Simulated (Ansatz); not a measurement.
LaSF:
```
LaSF
1.0
    4.05476     0.00000     0.00000
    0.00000     4.05476     0.00000
    0.00000     0.00000     6.97069
La S F
2 2 2
Direct
  0.00000   0.50000   0.77004
  0.50000   0.00000   0.22996
  0.50000   0.00000   0.65166
  0.00000   0.50000   0.34834
  0.50000   0.50000   0.00000
  0.00000   0.00000   0.00000
```

r²SCAN in the plane-wave PAW code Ansatz gives a gap of 1.87 eV without spin–orbit coupling, maximum at Γ, minimum at Γ.

**Question.** What happens when spin–orbit coupling is switched on?

**Answer.** The gap drops by 0.03 eV, to 1.84 eV; maximum at Γ, minimum at Γ.

**Question.** Give the electron effective mass with spin–orbit coupling.

**Answer.** 0.37, 0.37, 1.1 mₑ (principal values).

**Question.** Give the hole effective mass with spin–orbit coupling.

**Answer.** 0.54, 1.6, 1.6 mₑ (principal values).

Space group P4/nmm. The workflow started from a Materials Project entry (that database holds measured and hypothetical structures alike); the Crystallography Open Database files this formula in space group No. 129, but the cells were not matched. Whether it is the stable phase at ambient conditions was not checked. The cell was relaxed with r²SCAN under the symmetry of its start; whether a distortion lowers the energy is not shown.

Potentials: the later of the program's two PAW sets.
